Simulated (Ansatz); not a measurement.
The start is a generated trial cell of Rh in the AFLOW prototype A_tP4_129_ac (A_d). The cell and all atomic positions are relaxed at zero pressure with PBE (plane waves to 420 eV, PAW, scalar-relativistic; Ansatz, a program for electronic structure). The first steps use a coarse 8×8×11 k-mesh.

The start:
```
Rh
1.0
    4.29648     0.00000     0.00000
    0.00000     4.29648     0.00000
    0.00000     0.00000     2.97253
Rh
4
Direct
  0.00000   0.00000   0.00000
  0.50000   0.50000   0.00000
  0.50000   0.00000   0.37500
  0.00000   0.50000   0.62500
```

### Question
What pressure does the first self-consistent step give?

### Answer
+28.1 GPa (positive: the cell is compressed).

### Question
What is the largest force in the starting geometry, and on which atom (counted from 1)?

### Answer
2.76 eV/Å, on Rh3, Rh4 (atoms numbered as listed).

### Question
What symmetry does the relaxed structure have?

### Answer
The space group goes from P4/nmm (No. 129) to I4/mmm (No. 139); the end is AFLOW prototype A_tI2_139_a (A_a), with 1 atom in the primitive cell.

### Question
How much energy is released per atom?

### Answer
0.44 eV/atom.

### Question
How does the volume change?

### Answer
+5.1 %, from 13.72 to 14.41 Å³/atom.

### Question
How do the shortest distances between atoms change?

### Answer
The closest pairs of elements (up to four, under 3.6 Å), start → end: Rh–Rh 2.42 → 2.68 Å.

### Question
What band gap does the relaxed structure have at this level?

### Answer
No gap (metallic).

### Question
What does it relax into? Give the structure.

### Answer

Space group I4/mmm (No. 139); a = b = 3.280 Å, c = 2.679 Å, α = β = γ = 90.00°

```
atom  site  symmetry       x       y       z
----  ----  --------  ------  ------  ------
Rh      2a     4/mmm  0.0000  0.0000  0.0000
```
(The calculation used a cell of 1 atom; values per cell refer to that cell.)

Final values are on a 22×22×22 k-mesh of the relaxed cell. No spin polarisation in the result.

The run could not lower the symmetry of its start; a shaken copy of this end point relaxes with PBE to Fm-3m (No. 225), 0.22 eV/atom lower.

The relaxed structure here is a generated cell of Rh: the first start was made by placing the elements on the sites of a structure type, and the end was not matched to a known phase here, so it may be hypothetical. Known forms of Rh include space group No. 225.
